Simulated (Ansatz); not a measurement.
A distorted cell of BN (wurtzite):

```xyz
4
Lattice="2.5440 0.0000 0.0000 -1.2720 2.2031 0.0000 0.0000 0.0000 4.2077" Properties=species:S:1:pos:R:3 pbc="T T T"
B      1.7920     0.7344     4.2073
B      0.0000     1.4688     2.1034
N      1.2720     0.7344     2.6311
N      0.0000     1.4688     0.5272
```

Level of theory: r2SCAN (plane waves to 500 eV, PAW, scalar-relativistic; Ansatz, a first-principles code). k mesh 12×12×6 (Γ-centred), Fermi-Dirac smearing 0.05 eV. The energy includes the smearing's −TS. Compression counts positive. BN was relaxed with its symmetry unable to fall.

Q: Predict the force on every atom, in eV/Å.

A: 
```
atom       Fx       Fy      Fz
----  -------  -------  ------
B1    -13.596  -11.008  -7.825
B2      0.119    0.117  -0.093
N3      2.379   -0.046   0.134
N4     11.098   10.938   7.783
```

Q: What is the stress tensor (GPa)?

A: 
```
   65.5     23.3     13.2
   23.3     44.4     34.1
   13.2     34.1     24.5
```
The pressure, a third of the trace, is 44.8 GPa.

Q: In it atom 1 sits (0.520, 0.000, 0.000) Å away from its relaxed site. What is its energy relative to the relaxed cell?

A: 3442 meV/cell.

(A displaced cell: forces are minus the slopes of the energy, force constants its curvatures, and phonons follow from these.)
